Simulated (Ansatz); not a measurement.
# Eigenvalues along a path: LuPd

```xyz
2
Lattice="3.3898 0.0000 0.0000 0.0000 3.3898 0.0000 0.0000 0.0000 3.3898" Properties=species:S:1:pos:R:3 pbc="T T T"
Lu    0.0000    0.0000    0.0000
Pd    1.6949    1.6949    1.6949
```

The cell comes from a relaxation on PAW files under the same functional, begun from a database entry that needn't be the ground state.

All numbers are PBEsol results (scalar-relativistic) from Ansatz 0.2.0, with a Γ-centred 12×12×12 k mesh, Fermi–Dirac smearing of 0.05 eV, no spin polarisation. Methods: LAPW: all electrons, basis error target 0.5 meV/atom.

Spin–orbit coupling is left out, which matters for the heavy atoms.

Path points, in fractions of the reciprocal vectors: Γ (0.000, 0.000, 0.000), X (0.000, 0.500, 0.000), M (0.500, 0.500, 0.000), R (0.500, 0.500, 0.500). The distance column jumps between branches of the path. Levels in eV from the Fermi level; bands 22 to 40, counted from the lowest band of the run. The gap is zero, the pressure 0.00 GPa.

```
# k(1/Å) point b22 b23 b24 b25 b26 b27 b28 b29 b30 b31 b32 b33 b34 b35 b36 b37 b38 b39 b40
0.000 Γ -7.26 -4.93 -4.93 -4.93 -4.92 -4.92 -4.92 -4.89 -4.68 -4.68 -2.95 -2.95 -2.95 1.70 1.70 5.96 5.96 5.96 7.33
0.132 - -7.17 -4.96 -4.93 -4.93 -4.92 -4.92 -4.92 -4.89 -4.63 -4.62 -2.95 -2.95 -2.93 1.64 1.71 5.41 5.41 5.93 7.01
0.265 - -6.88 -5.01 -4.94 -4.94 -4.94 -4.92 -4.92 -4.91 -4.48 -4.48 -2.97 -2.97 -2.88 1.47 1.69 4.56 4.56 5.83 6.34
0.397 - -6.43 -5.06 -4.95 -4.95 -4.95 -4.92 -4.91 -4.91 -4.30 -4.26 -2.99 -2.99 -2.81 1.22 1.48 3.79 3.79 5.70 5.80
0.530 - -5.83 -5.09 -4.96 -4.96 -4.96 -4.94 -4.90 -4.90 -4.10 -4.03 -3.02 -3.02 -2.74 0.92 0.95 3.15 3.15 5.55 5.72
0.662 - -5.17 -5.11 -4.97 -4.97 -4.96 -4.96 -4.89 -4.89 -3.91 -3.83 -3.03 -3.03 -2.67 0.17 0.64 2.67 2.67 5.41 6.08
0.794 - -5.12 -4.99 -4.98 -4.98 -4.97 -4.88 -4.88 -4.50 -3.77 -3.74 -3.04 -3.04 -2.62 -0.55 0.43 2.38 2.38 5.32 6.60
0.927 X -5.12 -4.99 -4.98 -4.98 -4.97 -4.88 -4.88 -4.15 -3.76 -3.72 -3.05 -3.05 -2.60 -0.87 0.35 2.28 2.28 5.29 6.85
1.059 - -5.11 -4.99 -4.99 -4.98 -4.97 -4.88 -4.88 -4.13 -3.86 -3.70 -3.08 -2.87 -2.67 -0.91 0.48 2.28 2.41 5.27 6.87
1.192 - -5.09 -5.00 -4.98 -4.97 -4.96 -4.89 -4.88 -4.13 -4.08 -3.60 -3.17 -2.85 -2.44 -0.99 0.83 2.26 2.78 5.23 6.92
1.324 - -5.07 -5.02 -4.98 -4.96 -4.95 -4.90 -4.88 -4.32 -4.23 -3.33 -3.29 -3.09 -1.82 -1.08 1.31 2.16 3.30 5.18 6.96
1.456 - -5.03 -5.02 -4.97 -4.94 -4.93 -4.91 -4.88 -4.54 -4.38 -3.43 -3.32 -2.94 -1.12 -1.07 1.83 1.91 3.90 5.13 6.98
1.589 - -5.02 -5.00 -4.96 -4.93 -4.92 -4.90 -4.88 -4.73 -4.54 -3.56 -3.52 -2.53 -1.08 -0.25 1.52 2.19 4.47 5.09 6.95
1.721 - -5.00 -4.97 -4.94 -4.92 -4.92 -4.88 -4.88 -4.86 -4.67 -3.65 -3.64 -2.23 -0.93 0.51 1.10 2.26 4.90 5.07 6.96
1.854 M -4.97 -4.97 -4.94 -4.92 -4.92 -4.92 -4.88 -4.88 -4.73 -3.69 -3.69 -2.13 -0.81 0.89 0.89 2.16 5.06 5.06 7.00
2.041 - -5.02 -4.96 -4.96 -4.92 -4.92 -4.88 -4.88 -4.83 -4.62 -3.65 -3.58 -2.32 -1.13 0.56 1.01 2.32 4.75 5.08 6.92
2.228 - -5.06 -4.98 -4.96 -4.95 -4.93 -4.90 -4.89 -4.75 -4.36 -3.54 -3.30 -2.78 -2.02 0.41 1.26 2.23 4.10 5.15 6.82
2.415 - -5.16 -4.98 -4.96 -4.95 -4.94 -4.92 -4.91 -4.90 -4.14 -3.38 -3.33 -2.99 -2.81 0.71 1.47 1.98 3.59 5.27 6.87
2.603 - -5.75 -5.03 -4.96 -4.96 -4.95 -4.94 -4.92 -4.90 -4.15 -3.85 -3.22 -3.04 -2.80 1.22 1.60 2.20 3.53 5.46 7.04
2.790 - -6.52 -5.02 -4.96 -4.94 -4.94 -4.93 -4.93 -4.90 -4.35 -4.28 -3.08 -3.00 -2.80 1.45 1.66 3.36 4.07 5.68 7.22
2.977 - -7.07 -4.97 -4.94 -4.93 -4.92 -4.92 -4.92 -4.90 -4.57 -4.57 -2.98 -2.96 -2.90 1.62 1.69 4.92 5.08 5.88 7.31
3.164 Γ -7.26 -4.93 -4.93 -4.93 -4.92 -4.92 -4.92 -4.89 -4.68 -4.68 -2.95 -2.95 -2.95 1.70 1.70 5.96 5.96 5.96 7.33
3.394 - -6.98 -4.97 -4.97 -4.93 -4.93 -4.92 -4.92 -4.90 -4.52 -4.52 -2.99 -2.99 -2.87 1.64 1.64 4.42 5.33 5.33 7.94
3.623 - -6.19 -4.99 -4.99 -4.96 -4.92 -4.92 -4.92 -4.91 -4.17 -4.17 -3.12 -3.12 -2.80 1.59 1.59 2.86 4.29 4.29 8.86
3.852 - -5.18 -4.98 -4.98 -4.94 -4.93 -4.93 -4.91 -4.86 -3.74 -3.74 -3.32 -3.32 -3.05 1.58 1.58 2.49 3.46 3.46 9.03
4.082 - -5.01 -4.95 -4.95 -4.94 -4.93 -4.93 -4.90 -4.11 -3.55 -3.55 -3.29 -3.29 -3.19 1.08 1.08 3.27 3.58 3.58 8.90
4.311 - -4.96 -4.95 -4.93 -4.93 -4.91 -4.91 -4.89 -4.05 -3.68 -3.68 -2.88 -2.88 -2.33 0.15 0.15 4.60 4.60 4.61 7.39
4.540 - -4.96 -4.94 -4.94 -4.94 -4.89 -4.89 -4.89 -3.89 -3.73 -3.73 -2.43 -2.43 -1.56 -0.76 -0.76 5.16 5.98 5.98 6.53
4.769 R -4.96 -4.94 -4.94 -4.94 -4.89 -4.89 -4.89 -3.74 -3.74 -3.74 -2.09 -2.09 -1.28 -1.28 -1.28 4.48 7.20 7.20 7.90
4.957 - -4.96 -4.94 -4.94 -4.93 -4.89 -4.89 -4.89 -3.85 -3.74 -3.73 -2.45 -2.27 -1.29 -1.12 -0.83 4.97 6.02 6.29 7.62
5.144 - -4.95 -4.94 -4.94 -4.93 -4.91 -4.90 -4.89 -4.05 -3.74 -3.70 -2.92 -2.69 -1.28 -0.87 -0.08 4.64 5.12 6.08 7.10
5.331 - -4.97 -4.96 -4.95 -4.94 -4.93 -4.90 -4.89 -4.20 -3.72 -3.63 -3.28 -3.10 -1.23 -0.91 0.69 3.37 4.57 5.67 7.50
5.518 - -5.00 -5.00 -4.97 -4.95 -4.94 -4.90 -4.89 -4.22 -3.77 -3.52 -3.50 -3.23 -1.39 -1.15 1.37 2.22 4.59 4.70 7.28
5.706 - -5.06 -5.00 -4.98 -4.96 -4.96 -4.90 -4.89 -4.12 -3.96 -3.65 -3.32 -3.02 -2.08 -1.05 1.27 1.88 3.51 5.05 7.04
5.893 - -5.11 -4.99 -4.98 -4.98 -4.97 -4.89 -4.88 -4.10 -3.92 -3.70 -3.13 -2.74 -2.72 -0.94 0.60 2.18 2.63 5.25 6.89
6.080 X -5.12 -4.99 -4.98 -4.98 -4.97 -4.88 -4.88 -4.15 -3.76 -3.72 -3.05 -3.05 -2.60 -0.87 0.35 2.28 2.28 5.29 6.85
7.391 R -4.96 -4.94 -4.94 -4.94 -4.89 -4.89 -4.89 -3.74 -3.74 -3.74 -2.09 -2.09 -1.28 -1.28 -1.28 4.48 7.20 7.20 7.90
7.523 - -4.96 -4.94 -4.94 -4.93 -4.89 -4.89 -4.88 -3.79 -3.74 -3.74 -2.39 -2.09 -1.19 -1.19 -1.12 4.73 6.17 7.19 7.75
7.656 - -4.96 -4.94 -4.94 -4.93 -4.89 -4.89 -4.88 -3.95 -3.74 -3.74 -2.94 -2.10 -0.94 -0.94 -0.93 4.94 5.45 7.16 7.36
7.788 - -4.95 -4.94 -4.94 -4.92 -4.90 -4.90 -4.88 -4.18 -3.74 -3.74 -3.52 -2.11 -0.83 -0.57 -0.57 3.91 6.49 6.82 6.82
7.920 - -4.95 -4.95 -4.94 -4.91 -4.91 -4.91 -4.88 -4.44 -4.02 -3.72 -3.72 -2.11 -0.80 -0.11 -0.11 3.12 6.23 6.23 7.07
8.053 - -4.96 -4.96 -4.93 -4.91 -4.91 -4.90 -4.88 -4.69 -4.40 -3.71 -3.71 -2.12 -0.80 0.36 0.36 2.58 5.66 5.66 7.03
8.185 - -4.96 -4.96 -4.92 -4.91 -4.91 -4.91 -4.88 -4.85 -4.65 -3.69 -3.69 -2.13 -0.81 0.74 0.74 2.26 5.23 5.23 7.01
8.318 M -4.97 -4.97 -4.94 -4.92 -4.92 -4.92 -4.88 -4.88 -4.73 -3.69 -3.69 -2.13 -0.81 0.89 0.89 2.16 5.06 5.06 7.00
```
